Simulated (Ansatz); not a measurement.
# How much do the gradients of MgW depend on the method?

Cell: a COD entry, ions relaxed with PBE at fixed cell.

```xyz
4
Lattice="4.6800 0.0000 0.0000 0.0000 5.6600 0.0000 -0.0283 0.0000 4.9199" Properties=species:S:1:pos:R:3 pbc="T T T"
Mg    2.3187    1.1521    3.6899
Mg    2.3329    4.5079    1.2300
W    -0.0213    5.2198    3.6899
W    -0.0071    0.4402    1.2300
```

Atom numbers follow the list; atoms alike are taken as one site, whose name carries the number of the first.

First run. Method: Kohn–Sham DFT in Ansatz, PBE, plane waves and PAW, scalar-relativistic, 420 eV cutoff, Γ-centred 7×6×7 k-points, Fermi–Dirac smearing 0.05 eV.

| site | atom | V_zz (10²¹ V/m²) | η |
| --- | --- | --- | --- |
| Mg | 1 | -2.31 | 0.27 |
| W | 3 | 25.0 | 0.57 |

Second run. The same atoms and settings, except that the functional is PBEsol.

Task: What does the second run give?

Result: 

```tsv
site	atom	V_zz	η	change of V_zz
Mg	1	-2.19	0.27	+0.12
W	3	24.8	0.57	-0.20
```

The largest change of V_zz is on W, from 25.0 to 24.8. In per cent, |V_zz| changes by -5 on Mg, -1 on W (all sites that start above 2).

With no gap above 0.1 eV, as in a metal, the gradients converge slowly in k; expect changes of a tenth or more on a denser mesh. Without spin–orbit coupling the gradients at and beside W can be off by some per cent, at some sites by more.
For the first run: At this cell the PBE pressure is -10 GPa (principal stresses up to 19 GPa in size), so with PBE the cell would shrink if it were relaxed. The entry's cell may itself be off.
For the second run: At this cell the PBEsol pressure is -11 GPa (principal stresses up to 21 GPa in size), so with PBEsol the cell would shrink if it were relaxed.
